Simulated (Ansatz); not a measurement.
One crystal and one scan (scan of one atom of the cell) at two levels, PBE (plane waves to 420 eV, PAW, scalar-relativistic; Ansatz, a quantum-chemistry and plane-wave program) and r2SCAN (plane waves to 500 eV, PAW, scalar-relativistic; Ansatz), each from its own relaxed cell and on its own mesh.

The crystal is SiO2 (rutile); one O atom of a 6-atom cell moves by s along Cartesian z, with its periodic images.

Energies are smeared free energies. SiO2 was relaxed with its symmetry unable to fall. The PAW data are Ansatz's earlier set. Both scans cover s from -0.530 to 0.530 Å.

```
quantity                                                          run 1  run 2
----------------------------------------------------------------  -----  -----
Lattice constant a (Å)                                            4.236  4.185
Lattice constant c (Å)                                            2.690  2.668
Relaxed volume (Å³/atom)                                           8.04   7.79
Energy at s = 0.530 Å (meV/cell)                                   2701   2957
Force along the line at s = -0.530 Å (eV/Å)                       10.56  11.49
Force constant k = d²E/ds² at s = 0 (finite differences) (eV/Å²)  18.56  20.42
```

Which run is which level?

Run 1 is PBE, run 2 is r2SCAN. PBE gives the higher value for: lattice constant a; lattice constant c; relaxed volume. PBE gives the lower value for: energy at s = 0.530 Å; force along the line at s = -0.530 Å; force constant k = d²E/ds² at s = 0. Both give the same symmetry of the curve: even: the same for both signs. Neither level is exact: the differences show how much the result hangs on the functional.

(For displaced atoms, the force is minus the slope of the energy, and its curvature is a force constant, which sets phonon frequencies.)
